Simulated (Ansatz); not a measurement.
Sb:
```xyz
2
Lattice="3.2965 0.0000 0.0000 -1.6482 2.8548 0.0000 0.0000 0.0000 5.4529" Properties=species:S:1:pos:R:3 pbc="T T T"
Sb     0.0000     1.9032     1.3632
Sb     1.6482     0.9516     4.0896
```

Relaxed with LDA. Special points in fractions of this cell's reciprocal vectors: Γ (0.000, 0.000, 0.000); M (0.500, 0.000, 0.000); K (0.333, 0.333, 0.000); A (0.000, 0.000, 0.500); L (0.500, 0.000, 0.500); H (0.333, 0.333, 0.500).

Task: List the band energies nearest the Fermi level at these points for LDA in the plane-wave PAW code Ansatz.

Result: In eV from the Fermi level; about four levels below and three above (degenerate sets whole), none deeper than 8.9 eV; … stands for higher levels left out; points with the same levels are listed once.

```tsv
k	below	above
Γ	-6.15	3.84 3.84 5.41
M	-4.57 -3.34 -2.41 -0.22	0.43 3.74 4.66
K	-2.36 -2.36 -1.26 -0.83 -0.83	3.55 13.09 …
A	-1.02 -1.02	4.66 4.66 4.66 4.66
L	-8.67 -8.67 -5.61 -5.61	1.69 1.69 1.74 1.74
H	-4.47 -4.47 -3.44 -3.44	2.97 2.97 7.67 7.67
```

Space group P6_3/mmc (hcp (Mg type)). The workflow started from an entry of the Crystallography Open Database (COD), which files this formula under 5 space groups. It is not the phase usual at ambient conditions (space group No. 166). The LDA relaxation kept the symmetry of its start; whether a distortion lowers the energy is not shown. Scalar-relativistic: spin–orbit coupling is off unless named, which matters more the heavier the elements.

Potentials: the later of the program's two PAW sets.
